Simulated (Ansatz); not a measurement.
Li₅Sn₂:
```
CELL_PARAMETERS angstrom
      2.35689     1.36075     6.56422
     -2.35689     1.36075     6.56422
      0.00000    -2.72151     6.56422
ATOMIC_POSITIONS crystal
  Sn 0.07311 0.07311 0.07311
  Sn 0.92689 0.92689 0.92689
  Li 0.50000 0.50000 0.50000
  Li 0.21341 0.21341 0.21341
  Li 0.78659 0.78659 0.78659
  Li 0.35436 0.35436 0.35436
  Li 0.64564 0.64564 0.64564
```

Relaxed with r²SCAN. Special points in fractions of this cell's reciprocal vectors: Γ (0.000, 0.000, 0.000); T (0.500, 0.500, 0.500); H2 (0.805, 0.195, 0.500); H0 (0.500, -0.195, 0.195); L (0.500, 0.000, 0.000); S0 (0.348, -0.348, 0.000); S2 (0.652, 0.000, 0.348); F (0.500, 0.000, 0.500).

Question: List the band energies nearest the Fermi level at these points for r²SCAN in the plane-wave PAW code Ansatz.

Answer: In eV from the Fermi level; about four levels below and three above (degenerate sets whole), none deeper than 8.9 eV; points with the same levels are listed once.

```json
[
 {"k": "Γ", "below": "-6.70 -3.89 -0.35 -0.35", "above": "0.75 0.75 2.51"},
 {"k": "T", "below": "-1.37 -0.69 -0.69 -0.04", "above": "1.37 1.37 2.45"},
 {"k": "H2", "below": "-3.35 -2.28 -2.17 -0.98", "above": "1.32 3.34 3.44"},
 {"k": "L", "below": "-3.03 -1.94 -1.56 -0.94", "above": "1.16 1.98 2.45"},
 {"k": "S0", "below": "-3.24 -2.78 -1.64 -1.34", "above": "1.43 2.90 4.37"},
 {"k": "F", "below": "-3.68 -3.19 -2.25 -1.19", "above": "0.78 0.87 1.68"}
]
```

Space group R-3m. The workflow started from an entry of the Crystallography Open Database (COD). Whether it is the stable phase at ambient conditions was not checked. The r²SCAN relaxation kept the symmetry of its start; its stability against distortions is not shown here. Spin–orbit coupling is left out wherever it is not named.

Potentials: the later of the program's two PAW sets.
